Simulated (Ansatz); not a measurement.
GaSb:
```
CELL_PARAMETERS angstrom
      3.96569     0.00000     0.00000
     -1.98284     3.43438     0.00000
      0.00000     0.00000     7.00073
ATOMIC_POSITIONS crystal
  Ga 0.00000 0.00000 0.00000
  Ga 0.00000 0.00000 0.50000
  Sb 0.33333 0.66667 0.25000
  Sb 0.66667 0.33333 0.75000
```

Relaxed with r²SCAN.

Question: Map the electron localisation function on the plane through (0.000, 0.000, 0.000) spanned by u = [0, 0, 1] and v = [1, -1, 0] in lattice vectors, from r²SCAN in the plane-wave PAW code Ansatz.

Answer: x is the fraction of u, y of v (the angle between them is 90°; rows are the nearest grid lines); atoms in the plane: Ga at (0.00, 0.00), Ga at (0.50, 0.00), Sb at (0.25, 0.33), Sb at (0.75, 0.67).
```
|901233221122332113311233221122332109|
|101233321122332100001233221123332101|
|222333322122333322223334433334333222|
|333333322222333333333345544455543333|
|333332221112233333345666554455665443|
|332222111111222233345655444444565543|
|211111111111111112345543211123445532|
|211111111111111111345442111112345532|
|211000111111000011345432101111344532|
|211111111111111111245443111112345532|
|111122334433322111234554433334455421|
|111234455555443211124555444444554321|
|123455444444555421112344555554432111|
|124554433334455432111223334433221111|
|235543211111344542111111111111111112|
|235443111101234543110000111111000112|
|235543211111244543111111111111111112|
|235544321112345543211111111111111112|
|345565444444556543332222111111222233|
|344566554455666543333332211122233333|
|333345554445543333333333222223333333|
|222333433334433322223333221223333222|
|101233321122332100001233221123332101|
|901233221122332113311233221122332109|
```
Scale: ten equal steps from -0.073 (start of '0') to 0.999 (end of '9'), in the order '0123456789'; x runs from 0.000 to 1.00, y from 0.000 (bottom) to 1.00 (top).

The density is the valence pseudo-density with augmentation charge, so density and ELF within about 1 Å of a nucleus are not all-electron values.

Space group P6_3/mmc (NiAs type). The start of the workflow was typed in or built on a structure type; neither database checked (COD, Materials Project) lists it. It is not the phase usual at ambient conditions (space group No. 216). The cell was relaxed with r²SCAN under the symmetry of its start; whether a distortion lowers the energy is not shown. Scalar-relativistic: spin–orbit coupling is off unless named, which matters more the heavier the elements.

Potentials: the earlier of the program's two PAW sets.
